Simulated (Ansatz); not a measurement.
Ta3Ti: relaxed-ion elastic tensor

Theory: DFT PBE, scalar-relativistic, plane waves, PAW in Ansatz 0.2.0. Plane waves to 420 eV; Γ-centred k mesh 12×12×12; Fermi-Dirac smearing of 0.15 eV. No spin polarisation.

Equilibrium structure at this level:
```
CELL_PARAMETERS angstrom
0.00000 3.30318 3.30318
3.30318 0.00000 3.30318
3.30318 3.30318 0.00000
ATOMIC_POSITIONS crystal
Ti 0.00000 0.00000 0.00000
Ta 0.25000 0.25000 0.25000
Ta 0.75000 0.75000 0.75000
Ta 0.50000 0.50000 0.50000
```

The cell was found from a structure generator's guess, not taken from experiment. In a metal, frequencies and elastic constants depend on the k mesh and the smearing, soft modes and shear constants most. Spin–orbit coupling is left out, which matters for heavy elements.

(1) Give the relaxed-ion elastic constants (GPa, Voigt order xx yy zz yz xz xy, on the Cartesian axes of the cell above).

(2) Is the crystal stable against homogeneous strain?

(3) And the moduli of a polycrystal (Hill averages)?

Answers

(1)
```
214.3 146.8 146.8   0.0   0.0   0.0
146.8 214.3 146.8   0.0   0.0   0.0
146.8 146.8 214.3   0.0   0.0   0.0
  0.0   0.0   0.0  59.1   0.0   0.0
  0.0   0.0   0.0   0.0  59.1   0.0
  0.0   0.0   0.0   0.0   0.0  59.1
```

(2) Yes: the least eigenvalue of the tensor is 59.1 GPa.

(3) B = 169 GPa, G = 47 GPa, E = 130 GPa, ν = 0.37.
